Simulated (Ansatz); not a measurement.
NaC3O3: a ladder of calculations

Cell of run 1: a structure deposited in the COD.

```cif
data_NaC3O3
_symmetry_space_group_name_H-M 'Fddd:1'
_symmetry_Int_Tables_number 70
_cell_length_a 7.9248
_cell_length_b 11.4835
_cell_length_c 14.3208
_cell_angle_alpha 90.000
_cell_angle_beta 90.000
_cell_angle_gamma 90.000
loop_
_atom_site_label
_atom_site_type_symbol
_atom_site_symmetry_multiplicity
_atom_site_Wyckoff_symbol
_atom_site_fract_x
_atom_site_fract_y
_atom_site_fract_z
Na Na 16 f 0.2500 0.3987 0.2500
C5 C 16 g 0.7500 0.7500 0.6476
C9 C 32 h 0.9093 0.7450 0.6995
O17 O 16 g 0.7500 0.7500 0.9397
O21 O 32 h 0.4536 0.2314 0.3429
```

One atom of each set is listed; the run and its k-mesh use a cell of 28 atoms with edges of 9.18, 8.18, 6.98 Å.

Relaxed positions (PBE, cell held):

Na (0.2500, 0.3969, 0.2500)
C5 (0.7500, 0.7500, 0.6468)
C9 (0.9103, 0.7425, 0.6988)
O17 (0.7500, 0.7500, 0.9406)
O21 (0.4529, 0.2305, 0.3435)

All runs are DFT with Ansatz 0.2.0 (plane waves and PAW, scalar-relativistic unless spin–orbit coupling is named, Γ-centred meshes, Fermi–Dirac smearing where given) in this cell.

Run 1: PBE, atoms as given; 420 eV, 5×5×5 k-points, smearing 0.05 eV.
Run 2: PBE, atoms relaxed; 420 eV, 5×5×5 k-points, smearing 0.05 eV.
Run 3: r2SCAN, at the relaxed atoms; 500 eV, 5×5×5 k-points, smearing 0.05 eV.

```json
{"run": "1", "C5 V_zz (η)": "3.50 (0.48)", "C9 V_zz (η)": "3.57 (0.48)", "O17 V_zz (η)": "-15.90 (0.02)", "O21 V_zz (η)": "-16.00 (0.03)"}
{"run": "2", "C5 V_zz (η)": "?", "C9 V_zz (η)": "?", "O17 V_zz (η)": "?", "O21 V_zz (η)": "?"}
{"run": "3", "C5 V_zz (η)": "3.70 (0.40)", "C9 V_zz (η)": "3.81 (0.36)", "O17 V_zz (η)": "-16.30 (0.04)", "O21 V_zz (η)": "-16.20 (0.03)"}
```

V_zz in 10²¹ V/m²; 4 of the 5 sets of like atoms are followed.

(1) Estimate the row of run 2.

Results:

(1) C5: 3.42 (0.45); C9: 3.52 (0.42); O17: -15.77 (0.02); O21: -15.67 (0.02). It lies nearest to run 3, from whose tensors on these sites it differs by 0.53 at most (largest principal value of the difference, on O21). Taken one at a time, the positions of the atoms (as given or relaxed) move the tensors on these sites by up to 0.71 (largest principal value of the change, on O17), the functional (r2SCAN with its higher cutoff) by 0.53 (O21).

In runs 1, 3 the atoms aren't at the calculated equilibrium (largest force 0.96, 0.55 eV/Å).
